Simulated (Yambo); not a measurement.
Optical response of TaTc

```xyz
2
Lattice="3.1749 0.0000 0.0000 0.0000 3.1749 0.0000 0.0000 0.0000 3.1749" Properties=species:S:1:pos:R:3 pbc="T T T"
Tc     1.5875     1.5875     1.5875
Ta     0.0000     0.0000     0.0000
```

Yambo, RPA with local fields on PBEsol bands; 16×16×16 mesh, 51 bands, 4 Ry local-field block, 0.25 eV broadening; field along x.

| E (eV) | Im ε | Im ε, independent particles |
|---|---|---|
| 0.6 | 9.63 | 9.82 |
| 1.0 | 11.8 | 12.1 |
| 1.4 | 20.8 | 21.5 |
| 1.8 | 31.9 | 33.0 |
| 2.1 | 36.2 | 37.0 |
| 2.5 | 29.7 | 30.3 |
| 2.9 | 27.7 | 28.4 |
| 3.2 | 25.9 | 26.6 |
| 3.6 | 21.9 | 22.8 |
| 4.0 | 19.1 | 20.0 |
| 4.4 | 17.3 | 18.2 |
| 4.8 | 16.2 | 17.0 |
| 5.1 | 15.1 | 15.4 |
| 5.5 | 14.5 | 14.5 |
| 5.9 | 12.3 | 12.0 |
| 6.2 | 9.18 | 8.77 |
| 6.6 | 6.86 | 6.59 |
| 7.0 | 5.97 | 5.78 |
| 7.4 | 5.26 | 5.15 |
| 7.8 | 4.52 | 4.45 |
| 8.1 | 3.76 | 3.73 |
| 8.5 | 3.16 | 3.13 |
| 8.9 | 3.08 | 3.05 |
| 9.2 | 2.79 | 2.74 |
| 9.6 | 2.67 | 2.61 |
| 10.0 | 2.71 | 2.62 |
| 10.4 | 2.41 | 2.30 |
| 10.8 | 2.66 | 2.57 |
| 11.1 | 3.10 | 2.97 |
| 11.5 | 2.85 | 2.74 |
| 11.9 | 2.78 | 2.68 |
| 12.2 | 2.66 | 2.57 |
| 12.6 | 2.66 | 2.56 |
| 13.0 | 2.63 | 2.54 |
| 13.4 | 2.37 | 2.29 |
| 13.8 | 2.16 | 2.08 |
| 14.1 | 1.93 | 1.88 |
| 14.5 | 1.65 | 1.62 |
| 14.9 | 1.57 | 1.56 |
| 15.2 | 1.66 | 1.69 |
| 15.6 | 1.82 | 1.99 |
| 16.0 | 1.98 | 2.30 |
| 16.4 | 2.17 | 2.61 |
| 16.8 | 2.22 | 2.66 |
| 17.1 | 2.15 | 2.55 |
| 17.5 | 2.12 | 2.45 |
| 17.9 | 1.91 | 2.15 |
| 18.2 | 1.66 | 1.81 |
| 18.6 | 1.23 | 1.33 |
| 19.0 | 0.93 | 1.02 |
| 19.4 | 0.86 | 0.95 |
| 19.8 | 0.77 | 0.86 |

Only interband transitions are included: the Drude term is missing, so nothing below about 0.6 eV and no real part is shown. Structure narrower than a few tenths of an eV can come from the finite k mesh.

Spin-orbit coupling is left out; for elements this heavy it splits bands near the Fermi level.

Geometry of the Materials Project entry, not relaxed at this level.
